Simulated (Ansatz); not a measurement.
Input, command and steps of an Ansatz relaxation.

```yaml
crystal:
  lattice:
    - [4.1442467714, 0.0, 0.0]
    - [0.0, 4.1442467714, 0.0]
    - [0.0, 0.0, 4.1442467714]
  atoms:
    - { symbol: Cs, position: [0.0, 0.0, 0.0] }
    - { symbol: Cd, position: [0.5, 0.5, 0.5] }
basis:
  ecutwfc: 420
kpoints:
  mp_grid: { grid: [4, 4, 4] }
hamiltonian:
  xc: pbe
scf:
  occupations: { method: gaussian, width: 0.1 }
  lower_state_search: "off"
output:
  forces: true
  stress: true
  eigenvalues: true
relax:
  adjacent_minimum: "off"
  f_tol: 0.04
  max_steps: 70
  cell: { stress_tol: 0.4 }
```

```bash
ansatz run input.yaml --threads 1 --pin off --max-ram 2560MiB --backend cpu --events-out ev --progress --plain --runs-dir out
```

The calculation used DFT PBE, scalar-relativistic, plane waves, PAW in Ansatz.

Of 5 frames 5 are shown, positions in Å and forces in eV/Å; the SCF threshold varies from step to step. Steps run on the plane waves of an earlier cell, with a Pulay correction in the pressure. The basis is chosen afresh for the last frame, the zero of the energies, and at times for earlier ones too; energy and pressure step there, also at an unchanged geometry. Here that happened at step 5 (-7 meV/atom, 0.3 GPa); the frames before carry an error of that size.

```xyz
2
Lattice="4.1442 0.0000 0.0000 0.0000 4.1442 0.0000 0.0000 0.0000 4.1442" Properties=species:S:1:pos:R:3:forces:R:3 pbc="T T T" step=1 free_energy_over_end_meV_per_atom=227.90 pressure_GPa=6.03
Cs    0.0000    0.0000    0.0000    0.0000    0.0000    0.0000
Cd    2.0721    2.0721    2.0721    0.0000    0.0000    0.0000
2
Lattice="4.3463 0.0000 0.0000 0.0000 4.3463 0.0000 0.0000 0.0000 4.3463" Properties=species:S:1:pos:R:3:forces:R:3 pbc="T T T" step=2 free_energy_over_end_meV_per_atom=81.50 pressure_GPa=2.89
Cs    0.0000    0.0000    0.0000    0.0000    0.0000    0.0000
Cd    2.1731    2.1731    2.1731    0.0000    0.0000    0.0000
2
Lattice="4.5483 0.0000 0.0000 0.0000 4.5483 0.0000 0.0000 0.0000 4.5483" Properties=species:S:1:pos:R:3:forces:R:3 pbc="T T T" step=3 free_energy_over_end_meV_per_atom=15.04 pressure_GPa=0.84
Cs    0.0000    0.0000    0.0000    0.0000    0.0000    0.0000
Cd    2.2742    2.2742    2.2742    0.0000    0.0000    0.0000
2
Lattice="4.6434 0.0000 0.0000 0.0000 4.6434 0.0000 0.0000 0.0000 4.6434" Properties=species:S:1:pos:R:3:forces:R:3 pbc="T T T" step=4 free_energy_over_end_meV_per_atom=7.08 pressure_GPa=0.04
Cs    0.0000    0.0000    0.0000    0.0000    0.0000    0.0000
Cd    2.3217    2.3217    2.3217    0.0000    0.0000    0.0000
2
Lattice="4.6434 0.0000 0.0000 0.0000 4.6434 0.0000 0.0000 0.0000 4.6434" Properties=species:S:1:pos:R:3:forces:R:3 pbc="T T T" step=5 free_energy_over_end_meV_per_atom=0.00 pressure_GPa=0.38
Cs    0.0000    0.0000    0.0000    0.0000    0.0000    0.0000
Cd    2.3217    2.3217    2.3217    0.0000    0.0000    0.0000
```

The start puts this composition into another compound's structure type, which needn't suit it. The cell swells from 35.6 to 50.1 Å³ an atom, so the end can be far from any stable crystal. At the end the space group is Pm-3m (tolerance 0.05 Å).

The run took 5.7 s on 1 thread of Arm Neoverse V1, on a shared host, peak memory 0.33 GiB.

The k mesh is coarse.